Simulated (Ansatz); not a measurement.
# BP: zone-centre modes

Level of theory: Ansatz, DFT r2SCAN, scalar-relativistic, plane waves, PAW. Settings: plane waves to 500 eV, k-mesh 12×12×10 (Γ-centred), Gaussian smearing 0.05 eV. No spin polarisation.

Reference structure (as given, not relaxed at this level):

```
B P
1.0
     0.00000   -2.26900   -2.26900
    -2.26900    0.00000   -2.26900
     2.26900    2.26900   -4.53800
B P
2 2
Direct
  0.50000 0.50000 0.50000
  0.00000 0.00000 0.00000
  0.37500 0.37500 0.87500
  0.87500 0.87500 0.37500
```

Harmonic modes by finite displacements of 0.02 Å, without the LO–TO term. The cell doubles the primitive one, so its zone centre also holds the primitive cell's point q = (0, 0, 1/2).

Q: At this geometry, is the structure stable against these modes?

A: Yes: no mode is imaginary beyond 10 cm⁻¹, and only the three translations lie near zero.

Q: List the wavenumbers in cm⁻¹.

A: 0, 0, 0, 233, 233, 519, 769, 772, 772, 817, 817, 817.

Cost: 1 run of about 4.1 core-minutes, on Oxide Virtual Turin-like Processor (Zen 5) (shared hosts).